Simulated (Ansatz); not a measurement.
A relaxation computed with Ansatz, from input to last step.

```yaml
crystal:
  lattice:
    - [3.3551015172, 0.0, 0.0]
    - [0.0, 3.3551015172, 0.0]
    - [0.0, 0.0, 3.3551015172]
  atoms:
    - { symbol: Ag, position: [0.0, 0.0, 0.0] }
    - { symbol: P, position: [0.5, 0.5, 0.5] }
basis:
  ecutwfc: 420
kpoints:
  mp_grid: { grid: [6, 6, 6] }
hamiltonian:
  xc: pbe
scf:
  occupations: { method: gaussian, width: 0.1 }
  lower_state_search: "off"
output:
  forces: true
  stress: true
  eigenvalues: true
relax:
  adjacent_minimum: "off"
  f_tol: 0.04
  max_steps: 70
  cell: { stress_tol: 0.4 }
```

```bash
ansatz run input.yaml --threads 1 --pin off --max-ram 2560MiB --backend cpu --events-out ev --progress --plain --runs-dir out
```

Theory: DFT PBE, scalar-relativistic, plane waves, PAW in Ansatz.

Of 5 frames 5 are shown, positions in Å and forces in eV/Å; the SCF threshold varies from step to step. Steps run on the plane waves of an earlier cell, with a Pulay correction in the pressure. The basis is chosen afresh for the last frame, the zero of the energies, and at times for earlier ones too; energy and pressure step there, also at an unchanged geometry.

```xyz
2
Lattice="3.3551 0.0000 0.0000 0.0000 3.3551 0.0000 0.0000 0.0000 3.3551" Properties=species:S:1:pos:R:3:forces:R:3 pbc="T T T" step=1 free_energy_over_end_meV_per_atom=43.71 pressure_GPa=-7.38
Ag    0.0000    0.0000    0.0000    0.0000    0.0000    0.0000
P     1.6776    1.6776    1.6776    0.0000    0.0000    0.0000
2
Lattice="3.1915 0.0000 0.0000 0.0000 3.1915 0.0000 0.0000 0.0000 3.1915" Properties=species:S:1:pos:R:3:forces:R:3 pbc="T T T" step=2 free_energy_over_end_meV_per_atom=15.39 pressure_GPa=6.01
Ag    0.0000    0.0000    0.0000    0.0000    0.0000    0.0000
P     1.5958    1.5958    1.5958    0.0000    0.0000    0.0000
2
Lattice="3.2609 0.0000 0.0000 0.0000 3.2609 0.0000 0.0000 0.0000 3.2609" Properties=species:S:1:pos:R:3:forces:R:3 pbc="T T T" step=3 free_energy_over_end_meV_per_atom=0.13 pressure_GPa=-0.99
Ag    0.0000    0.0000    0.0000    0.0000    0.0000    0.0000
P     1.6305    1.6305    1.6305    0.0000    0.0000    0.0000
2
Lattice="3.2499 0.0000 0.0000 0.0000 3.2499 0.0000 0.0000 0.0000 3.2499" Properties=species:S:1:pos:R:3:forces:R:3 pbc="T T T" step=4 free_energy_over_end_meV_per_atom=-0.47 pressure_GPa=-0.02
Ag    0.0000    0.0000    0.0000    0.0000    0.0000    0.0000
P     1.6250    1.6250    1.6250    0.0000    0.0000    0.0000
2
Lattice="3.2499 0.0000 0.0000 0.0000 3.2499 0.0000 0.0000 0.0000 3.2499" Properties=species:S:1:pos:R:3:forces:R:3 pbc="T T T" step=5 free_energy_over_end_meV_per_atom=0.00 pressure_GPa=-0.02
Ag    0.0000    0.0000    0.0000    0.0000    0.0000    0.0000
P     1.6250    1.6250    1.6250    0.0000    0.0000    0.0000
```

The start puts this composition into another compound's structure type, which needn't suit it. At the end the space group is Pm-3m (tolerance 0.05 Å).

The run took 5 s on 1 thread of Arm Neoverse V1, on a shared host, peak memory 0.28 GiB.

The k mesh is coarse.